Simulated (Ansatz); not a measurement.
## BaBrO, a known structure type with other elements, at an estimated volume

```
Ba O Br
1.0
     4.33165    0.00000    0.00000
     0.00000    3.87840    0.00000
     0.00000    0.00000    9.66733
Ba O Br
2 2 2
Cartesian
  1.0829 0.9696 1.0054
  3.2487 2.9088 8.6619
  1.0829 2.9088 9.3096
  3.2487 0.9696 0.3577
  1.0829 2.9088 3.1709
  3.2487 0.9696 6.4964
```

Single point in Ansatz 0.2.0 with PBE, spin-orbit coupling. Cutoff 420 eV, PAW datasets, 6×7×3 Γ-centred k mesh, fermi-dirac filling (width 0.1 eV).

The state carries no moments; the state need not be the lowest.

(1) What happens at the Fermi level?

(2) What is the formation energy?

(3) Is the cell too large or too small?

(4) Where is the largest force?

(5) Which element gives electrons and which takes them?

Origin: a known structure type with other elements, at an estimated volume, so it need not be a known compound. Caveats: atoms or cell far from equilibrium.

Results:

(1) It is a metal, with about 8.4 states/eV a cell as the mean within 0.25 eV of the Fermi level, mostly Br p (46 %), O p (39 %) and Ba p (13 %).

(2) -1.08 eV an atom against the elements' usual phases (free molecules for gases, crystals otherwise, with no correction for O₂ or N₂), so it is bound against them; other compounds may still compete. Relaxing would lower it.

(3) The pressure is 18.4 GPa (compression positive), so with the atoms held at these fractions the cell would first expand; the forces are large, so a full relaxation may end otherwise. The principal stresses 16.0, 18.4, 20.8 GPa differ, so its shape would change too.

(4) The largest is on Ba1 (and as large on other atoms): 2.17 eV/Å, components (0.00, 0.00, 2.17). It makes 107° with the line to a nearest neighbour, O4 at 2.26 Å.

(5) Bader charges in e: Ba +1.50, Br -0.42, O -1.07. In the mean Ba gives up most and O takes most.
